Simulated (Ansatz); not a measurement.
ZnO (wurtzite)

```yaml
crystal:
  lattice:
    - [3.23518, 0.00000, 0.00000]
    - [-1.61759, 2.80175, 0.00000]
    - [0.00000, 0.00000, 5.21141]
  atoms:
    - { symbol: Zn, position: [0.66667, 0.33333, 0.00241] }
    - { symbol: Zn, position: [0.33333, 0.66667, 0.50241] }
    - { symbol: O, position: [0.66667, 0.33333, 0.62279] }
    - { symbol: O, position: [0.33333, 0.66667, 0.12279] }
```

The atoms are displaced by Q × the pattern below (from a DFPT mode at Γ, largest move 1; Q in Å), at fixed cell. It is one choice among 2 degenerate patterns.

| atom | x | y | z |
|---|---|---|---|
| Zn1 | 0.000 | 0.245 | 0.000 |
| Zn2 | 0.000 | 0.245 | 0.000 |
| O3 | 0.000 | -1.000 | 0.000 |
| O4 | 0.000 | -1.000 | 0.000 |

All values below come from r2SCAN (plane waves to 500 eV, PAW, scalar-relativistic; Ansatz, a first-principles code). k mesh 12×12×7 (Γ-centred), Fermi-Dirac smearing 0.05 eV. Energies are smeared free energies. ZnO was relaxed with its symmetry unable to fall. ΔE is measured from the undisplaced structure.

Question: Predict the ΔE (eV/cell) and −dE/dQ from forces (eV/Å) at Q (Å) = -0.233, -0.187, -0.093, -0.047, 0.047, 0.093, 0.140, 0.187.

Answer: 
```
Q (Å)   ΔE (eV/cell)  −dE/dQ from forces (eV/Å)
------  ------------  -------------------------
-0.233         0.718                      6.947
-0.187         0.439                      5.094
-0.093         0.103                      2.254
-0.047         0.025                      1.093
0.047          0.025                     -1.093
0.093          0.103                     -2.254
0.140          0.238                     -3.560
0.187          0.439                     -5.094
```

(A displaced cell: forces are minus the slopes of the energy, force constants its curvatures, and phonons follow from these.)
